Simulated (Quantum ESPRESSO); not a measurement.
```
O2Si
1.0
    4.91656     0.00000     0.00000
   -2.45828     4.25787     0.00000
    0.00000     0.00000     5.43163
Si O
3 6
Direct
  0.00000   0.46880   0.33333
  0.53120   0.53120   0.00000
  0.46880   0.00000   0.66667
  0.13849   0.72652   0.55319
  0.27348   0.41198   0.21985
  0.58802   0.86151   0.88652
  0.72652   0.13849   0.44681
  0.41198   0.27348   0.78015
  0.86151   0.58802   0.11348
```
The cell was made here from a computed Materials Project entry: O4 and its equivalents moved by 0.04 Å along (-0.44, -0.52, 0.73), space group kept. The parent is SiO2 in P3₂21. Stability against distortions was not tested.

A lattice sum over point charges, one formal value an element (Si +4, O -2), with no Sternheimer factor, costs far less than a self-consistent run. Taken along the main axis of each site's self-consistent tensor, it gives:

```
site                        V along that axis, point charges (a.u.)
--------------------------  ---------------------------------------
Si (atoms 1, 2, 3)                                           -0.023
O (atoms 4, 5, 6, 7, 8, 9)                                    0.399
```

### Question
How do the values of a PBE PAW density (pw.x of a modified build of Quantum ESPRESSO, JTH datasets) with the all-electron reconstruction of Petrilli and co-workers compare?

### Answer
```
site  Vzz, PAW (a.u.)  PAW over point charges
----  ---------------  ----------------------
Si              0.080                    -3.5
O               0.941                     2.4
```
Along that axis the sign differs on Si.  Cores are frozen. Against all-electron runs on small test molecules, this scheme's |Vzz| missed by −6 % on Si, −2 to +6 % on O.
